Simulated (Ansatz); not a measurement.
# Ti₂FeS₄ (C2/m): electronic heat capacity and spin susceptibility from the density of states

Computed with Ansatz 0.2.0, DFT PBEsol, scalar-relativistic, plane waves, PAW.

Cutoff 420 eV; k points 12×12×8 on the computed 7-atom cell (Γ-centred); Gaussian smearing, width 0.10 eV; no spin polarisation.

Relaxed cell: C2/m, a = 12.227 Å, b = 3.318 Å, c = 5.668 Å, α = 90.00°, β = 116.97°, γ = 90.00°, 7 atoms in the primitive cell. Whether it is the stable form of this composition wasn't checked.

The density of states at the Fermi level is 4.076 states/eV in the cell of 7 atoms (1 formula unit; both spins, tetrahedra on a 18×18×12 mesh).

What Sommerfeld coefficient and Pauli susceptibility does this give?

Per formula unit N(E_F) = 4.076 states/eV. γ = (π²/3) k_B² N(E_F) N_A = 2.357 mJ/(mol K²) per state/eV, so γ = 9.6 mJ/(mol K²), a mole of formula units. χ_P = μ_B² N(E_F) N_A = 3.23×10⁻⁵ emu/mol per state/eV gives 13.2×10⁻⁵ emu/mol. This is the bare band result: a measured γ of the same phase is as a rule larger by a factor 1 + λ from phonons and spin fluctuations, the spin part of χ is larger by the Stoner factor, and a measured χ also holds orbital and core terms. N(E_F) at one energy is sensitive to the mesh where the density of states has sharp peaks.

Spin polarisation was left out, and a magnetic state may lie lower.

A ferromagnetic start lost its moments in a first run, so spin was left out; other magnetic orders weren't tried.

Cost: 1 run of about 3.4 core-minutes, on Intel Xeon 6975P-C (Granite Rapids) (shared hosts).